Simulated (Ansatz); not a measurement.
TiSi₂ (fluorite, Fm-3m) at seven volumes, DFT-PBE in the program Ansatz with PAW potentials, scaled uniformly. One row is withheld.

```json
[
 {"V (Å³/atom)": "15.959", "P (GPa)": "10.13"},
 {"V (Å³/atom)": "16.485", "P (GPa)": "6.07"},
 {"V (Å³/atom)": "17.011", "P (GPa)": "2.62"},
 {"V (Å³/atom)": "17.537", "P (GPa)": "0.00"},
 {"V (Å³/atom)": "18.063", "P (GPa)": "-2.50"},
 {"V (Å³/atom)": "18.590", "P (GPa)": "?"},
 {"V (Å³/atom)": "19.116", "P (GPa)": "-6.29"}
]
```

Problem. Fit the shown pressures and predict the withheld one.

Solution. P = (3/2)B₀(x^(7/2) − x^(5/2))[1 + (3/4)(B′ − 4)(x − 1)] with x = (V₀/V)^(2/3). Least squares on the six rows gives V₀ = 17.514 Å³/atom, B₀ = 87.5 GPa, B′ = 4.62. At V = 18.590, x = 0.9610 and P = -4.55 GPa. The run itself gave -4.54 GPa.

A made-up cell: these elements were put on the sites of a structure type; neither database checked (COD, Materials Project) lists it. It is not the phase usual at ambient conditions (space group No. 63, 70). The cell was relaxed with PBE under the symmetry of its start; its stability against distortions is not shown here. The run is not spin-polarised.

Potentials: the later of the program's two PAW sets.
